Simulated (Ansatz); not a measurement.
WSe$_{2}$:
```yaml
crystal:
  lattice:
    - [3.30261, 0.00000, 0.00000]
    - [-1.65130, 2.86014, 0.00000]
    - [0.00000, 0.00000, 13.22733]
  atoms:
    - { symbol: W, position: [0.66667, 0.33333, 0.25000] }
    - { symbol: W, position: [0.33333, 0.66667, 0.75000] }
    - { symbol: Se, position: [0.33333, 0.66667, 0.37578] }
    - { symbol: Se, position: [0.66667, 0.33333, 0.62422] }
    - { symbol: Se, position: [0.66667, 0.33333, 0.87578] }
    - { symbol: Se, position: [0.33333, 0.66667, 0.12422] }
```

Relaxed with r²SCAN+D4.

**Question.** Give the Bader charges and basin volumes of the independent atoms, plane-wave PAW r²SCAN+D4 (Ansatz code).

**Answer.** 

```
atom  Bader charge (e)  Bader volume (Å³)
----  ----------------  -----------------
W1               +1.18               14.2
Se3              -0.59               24.1
```

Space group P6_3/mmc. Symmetry was held in the r²SCAN+D4 relaxation. No spin polarisation was allowed. Scalar-relativistic: spin–orbit coupling is off unless named, which matters more the heavier the elements.

Potentials: the later of the program's two PAW sets.
